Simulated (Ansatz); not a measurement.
PtS:
```xyz
4
Lattice="3.4956 0.0000 0.0000 0.0000 3.4956 0.0000 0.0000 0.0000 6.1112" Properties=species:S:1:pos:R:3 pbc="T T T"
Pt     1.7478     0.0000     3.0556
Pt     0.0000     1.7478     0.0000
S      0.0000     0.0000     4.5834
S      0.0000     0.0000     1.5278
```

Relaxed with r²SCAN.

Question: Map the valence electron density (e/Å³), cut off at 1 on the plane through (0.500, 0.000, 0.500) spanned by u = [1, 0, 0] and v = [0, 0, 1] in lattice vectors, from r²SCAN (plane waves, PAW; program Ansatz).

Answer: x is the fraction of u, y of v (the angle between them is 90°; rows are the nearest grid lines); atoms in the plane: Pt at (0.00, 0.00), S at (0.50, 0.25), S at (0.50, 0.75).
```
|@@@@@#-:..:-#@@@@@|
|@@@@@#-::::-#@@@@@|
|@@@@%********%@@@@|
|@@@%##%@@@@%##%@@@|
|%#**#@@@@@@@@#**#%|
|.::=#@@%::%@@#=::.|
|...-*@@*  *@@*-...|
|  .:+%@%==%@%+:.  |
|   .:=#@@@@#=:.   |
|    .-=*##*=-.    |
|    ..:-==-:..    |
|      ......      |
|      ......      |
|    ..:-==-:..    |
|    .-=*##*=-.    |
|   .:=#@@@@#=:.   |
|  .:+%@%==%@%+:.  |
|...-*@@*  *@@*-...|
|.::=#@@%::%@@#=::.|
|%#**#@@@@@@@@#**#%|
|@@@%##%@@@@%##%@@@|
|@@@@%********%@@@@|
|@@@@@#-::::-#@@@@@|
|@@@@@#-:..:-#@@@@@|
```
Scale: ten equal steps from 0.024 (start of ' ') to 1.00 (end of '@'), in the order ' .:-=+*#%@'; x runs from 0.000 to 1.00, y from 0.000 (bottom) to 1.00 (top).

The density is the valence pseudo-density with augmentation charge, so density and ELF within about 1 Å of a nucleus are not all-electron values.

Space group P4_2/mmc. The first step of the workflow began from a Materials Project structure, measured or hypothetical; the Crystallography Open Database files this formula in space group No. 131, but the cells were not matched. Whether it is the stable phase at ambient conditions was not checked. The cell was relaxed with r²SCAN under the symmetry of its start; whether a distortion lowers the energy is not shown. The run is not spin-polarised. Scalar-relativistic: spin–orbit coupling is off unless named, which matters more the heavier the elements.

Potentials: the later of the program's two PAW sets.
